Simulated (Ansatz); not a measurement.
The end point of a relaxation of Sb. These are PBEsol (plane waves to 420 eV, PAW, scalar-relativistic; Ansatz, a first-principles code) values and carry that method's errors.

```xyz
2
Lattice="3.7433 -2.1601 0.0000 3.7433 2.1601 0.0000 -2.4984 0.0000 3.6857" Properties=species:S:1:pos:R:3 pbc="T T T"
Sb     1.2455     0.0000     1.0775
Sb     3.7427     0.0000     2.6082
```

Task: Find the space group and the Wyckoff positions (tolerance 0.01 Å).

Result: Space group R-3m, hexagonal axes (No. 166); a = b = 4.322 Å, c = 11.057 Å, α = β = 90.00°, γ = 120.00°

```json
[
 {"atom": "Sb", "site": "6c", "symmetry": "3m", "x": "0.0000", "y": "0.0000", "z": "0.2639"}
]
```

This is the AFLOW prototype A_hR2_166_c (A7, as in As).

Task: Give the shortest distances between elements (the closest pairs, up to four, under 3.6 Å).

Result: Sb–Sb 2.93 Å.

The volume per atom comes out as 29.80 Å³. The density is 6.78 g/cm³. The band gap comes out as no gap (metallic).

No spin polarisation in the result.

The run could not lose the symmetry of its start; a randomly shaken copy of 4 atoms returns to this structure.
